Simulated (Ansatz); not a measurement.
**Question.** Volume from LDA minus that from PBE (% of the latter), each on its own relaxed cell (Ansatz, a first-principles code, plane waves, PAW; no spin–orbit coupling, no Hubbard U), over 57 phases of the class «halides»: what sign and size do you expect?

**Answer.** Mean -15.2 %, median -13.7 %, mean absolute 15.2 %; eight in ten lie between -23.0 and -9.3 %, and 0 % are above zero.

Some cases that may be named, with their rank among the 57 from the lowest: PbI2, CdI2 type -21.0 % (rank 9); TlCl, CsCl type -15.0 % (rank 20); RbCl, rock salt -13.7 % (rank 28); KCl, rock salt -13.7 % (rank 29); PbF2, fluorite -9.2 % (rank 52); TaF3, ReO3 type -6.6 % (rank 56).

The phases are those computed here (of each formula those with measured values and the lowest at some level), not a balanced benchmark, and neither functional is the truth. Pairs that end in unlike spin orders or unlike minima (c/a over 6 % apart, 30 % for weakly bound crystals), magnets with 4f shells, solids of gases and phases set aside for tests are left out.

1 of the phases carry moments, in the orders computed and without U. 18 are weakly bound layers, chains or molecules. 5 relaxed far from the usual cell at some level.

Relaxed far from the usual cell of the phase: PbI2, CdI2 type with PBE. Standing as an ambient phase not checked: TaF3, ReO3 type. Weakly bound layers, chains or molecules computed without a dispersion correction, so cells and soft constants are ill determined: PbI2, CdI2 type with LDA; PbI2, CdI2 type with PBE. Unstable at this level: TaF3, ReO3 type with LDA. All cells were relaxed under the symmetry of their starts (and spin orders); stability against distortions was not tested throughout. Named crystals with no word on spin ran without spin polarisation. Scalar-relativistic: spin–orbit coupling is off unless named, which matters more the heavier the elements.

Potentials: the later of the program's two PAW sets.

Ansatz is a plane-wave DFT program.
